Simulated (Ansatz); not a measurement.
Start of a relaxation of Te₅Mo:

```
Te Mo
1.0
     4.97037    0.00000    0.00000
     0.00000    4.97037    0.00000
     0.00000    0.00000    5.59708
Te Mo
5 1
Direct
  0.33829 0.00000 0.50000
  0.66171 0.00000 0.50000
  0.00000 0.33829 0.50000
  0.00000 0.66171 0.50000
  0.50000 0.50000 0.50000
  0.00000 0.00000 0.00000
```

Method: DFT PBE, scalar-relativistic, plane waves, PAW (Ansatz 0.2.0). Cutoff 420 eV, Gaussian smearing, Γ-centred meshes. Cell and atoms relax first on a coarse mesh and then on a finer one. In between, the cell is made exact in the group found at 0.06 Å. In metals the finer mesh still leaves noise of several meV/atom or more. The steps can't lower the symmetry of their start. No spin polarisation in the relaxation; trial moments died out in a coarse test.

A guess keeps its type if space group and coordination stay and the shape of the cell changes little (axis ratios within about 15 %, angles within 6°); the volume may change.

Question: Does it keep its structure type, or change into something else?

Answer: It doesn't keep its type. The symmetry stays P4/mmm (No. 123). The volume per atom grows by 55.1 %, from 23.0 to 35.7 Å³. The shortest distance goes from 1.61 Å (Te–Te) to 2.82 Å (Te–Mo). The ratio c/a of the conventional cell changes by a factor of 0.34. Counting neighbours within 15 % of an atom's shortest distance, the start has Mo 8, Te 1/8 and the end Mo 10, Te 2/4. In detail, at the end Te on a site of symmetry m2m is surrounded by 2 Mo at 2.82 Å, 4 Te at 3.14–3.31 Å and 1 Te at 3.58 Å; Te on a site of symmetry 4/mmm is surrounded by 2 Te at 3.14 Å; Mo is surrounded by 8 Te at 2.82 Å and 2 Mo at 3.14 Å.

```cif
data_structure
_symmetry_space_group_name_H-M 'P4/mmm'
_symmetry_Int_Tables_number 123
_cell_length_a 8.2618
_cell_length_b 8.2618
_cell_length_c 3.1420
_cell_angle_alpha 90.000
_cell_angle_beta 90.000
_cell_angle_gamma 90.000
_cell_volume 214.46
loop_
_atom_site_label
_atom_site_type_symbol
_atom_site_symmetry_multiplicity
_atom_site_Wyckoff_symbol
_atom_site_fract_x
_atom_site_fract_y
_atom_site_fract_z
_atom_site_occupancy
Te1 Te 4 m 0.28304 0.00000 0.50000 1
Te2 Te 1 d 0.50000 0.50000 0.50000 1
Mo1 Mo 1 a 0.00000 0.00000 0.00000 1
```

Formation energies are uncorrected and refer to the elements' standard structures at the same level.

Question: At what energy does it end?

Answer: +0.32 eV/atom. It can't be a ground state, since the elements alone are lower.

The last run used a 6×6×12 mesh (in the run's order of axes) for its 6-atom cell and Gaussian smearing of 0.10 eV. Weakly bound directions are ill-defined at this level, which has no dispersion term. These runs have no spin–orbit coupling, which can matter for Te. The reference form of Te is held partly by dispersion forces, which this level lacks. A structure relaxed within its symmetry needn't be a true minimum. Another cell of Te5Mo relaxed alike, in P-6m2, lies 279 meV/atom lower, so this cell isn't the stable form at this level.

In counts of neighbours, a slash parts the counts of unlike sites.
